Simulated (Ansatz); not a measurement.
Given:

InP:
```cif
data_In6P6
_chemical_formula_sum 'In6 P6'
_space_group_name_H-M_alt 'P 1'
_space_group_IT_number 1
_cell_length_a 7.27219
_cell_length_b 7.27219
_cell_length_c 7.27219
_cell_angle_alpha 90.000
_cell_angle_beta 90.000
_cell_angle_gamma 90.000
loop_
_space_group_symop_operation_xyz
  'x, y, z'
loop_
_atom_site_label
_atom_site_type_symbol
_atom_site_fract_x
_atom_site_fract_y
_atom_site_fract_z
_atom_site_occupancy
In1 In 0.25000 0.00000 0.50000 1
In2 In 0.50000 0.25000 0.00000 1
In3 In 0.50000 0.75000 0.00000 1
In4 In 0.75000 0.00000 0.50000 1
In5 In 0.00000 0.50000 0.75000 1
In6 In 0.00000 0.50000 0.25000 1
P1 P 0.25000 0.50000 0.00000 1
P2 P 0.00000 0.25000 0.50000 1
P3 P 0.00000 0.75000 0.50000 1
P4 P 0.75000 0.50000 0.00000 1
P5 P 0.50000 0.00000 0.75000 1
P6 P 0.50000 0.00000 0.25000 1
```

This is the r²SCAN-relaxed structure.

Problem. All from the program Ansatz at the r²SCAN level (PAW), unless another level is named. Estimate the Debye temperature from the elastic constants.

Solution. 241 K.

Problem. Predict the elastic constants (relaxed ions, GPa).

Solution. C11 = 94.2, C12 = 31.9, C44 = 14.6.

Space group Pm-3n. The start of the workflow was typed in or built on a structure type; neither database checked (COD, Materials Project) lists it. It is not the phase usual at ambient conditions (space group No. 216). The cell was relaxed with r²SCAN under the symmetry of its start; its stability against distortions is not shown here. The volume moved by 28 % from the start of the relaxation.

Potentials: the later of the program's two PAW sets.
